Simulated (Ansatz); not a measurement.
RbBr:
```xyz
2
Lattice="4.1280 0.0000 0.0000 0.0000 4.1280 0.0000 0.0000 0.0000 4.1280" Properties=species:S:1:pos:R:3 pbc="T T T"
Rb     0.0000     0.0000     0.0000
Br     2.0640     2.0640     2.0640
```

Relaxed with r²SCAN. Special points in fractions of this cell's reciprocal vectors: Γ (0.000, 0.000, 0.000); X (0.000, 0.500, 0.000); M (0.500, 0.500, 0.000); R (0.500, 0.500, 0.500).

Q: List the band energies nearest the valence-band maximum at these points for r²SCAN (plane waves, PAW; program Ansatz).

A: In eV from the valence-band maximum; about four levels below and three above (degenerate sets whole), none deeper than 8.9 eV; points with the same levels are listed once.

```
k              below                above
-  -----------------  -------------------
Γ  -0.15 -0.15 -0.15       4.82 6.12 6.12
X  -1.70 -0.22 -0.22       7.46 7.81 8.36
M   -1.06 -1.06 0.00  5.92 6.91 8.67 8.67
R  -1.34 -1.34 -1.34       8.87 8.87 8.87
```

Space group Pm-3m (CsCl type). The workflow started from a Materials Project entry (that database holds measured and hypothetical structures alike); the Crystallography Open Database copy checked does not list it. COD files the formula under space group No. 225. Whether it is the stable phase at ambient conditions was not checked. The cell was relaxed with r²SCAN under the symmetry of its start; its stability against distortions is not shown here. Scalar-relativistic: spin–orbit coupling is off unless named, which matters more the heavier the elements.

Potentials: the later of the program's two PAW sets.
